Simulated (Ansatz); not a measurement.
The relaxed structure here is a generated cell of YCl: the first start was made by placing the elements on the sites of a structure type, and the end was not matched to a known phase here, so it may be hypothetical.

One starting cell of YCl (a generated trial cell of YCl in the AFLOW prototype AB_oP8_62_c_c (B31, as in MnP)) was relaxed twice with Ansatz (plane waves, PAW, scalar-relativistic): with PBEsol at 420 eV and with PBE at 420 eV. The PBEsol result:

YCl is modelled in the orthorhombic space group Pnma (No. 62), Pearson symbol oP8. Lattice parameters: a = 6.445 Å, b = 3.772 Å, c = 7.481 Å, α = 90.00°, β = 90.00°, γ = 90.00°. Cl on 4c has 5 Y at 2.711–2.857 Å. Y on 4c is surrounded by 5 Cl at 2.711–2.857 Å. (Neighbours: up to the widest gap in distance over summed covalent radii, below 1.35, at either atom; cation-cation and far metal-metal contacts left out.)

| quantity | PBEsol | PBE |
|---|---|---|
| space group | Pnma | Pnma |
| volume (Å³/atom) | 22.74 | [?] |
| a (Å) | 6.445 | [?] |
| b (Å) | 3.772 | [?] |
| c (Å) | 7.481 | [?] |
| gap (eV, no spin-orbit coupling) | 0.00 | [?] |

### Question
Fill in the PBE column.

### Answer

- volume (Å³/atom), PBE: 24.09
- a (Å), PBE: 6.582
- b (Å), PBE: 3.827
- c (Å), PBE: 7.653
- gap (eV, no spin-orbit coupling), PBE: 0.00

Both levels end in the same structure; PBE's volume is 6.0 % larger. Neither column is exact.

No spin polarisation in the result. The d or f electrons are treated with no Hubbard U.

The run could not lose the symmetry of its start: the end is stationary, and may be a saddle point rather than a minimum.

Ansatz is a quantum-chemistry and plane-wave program.
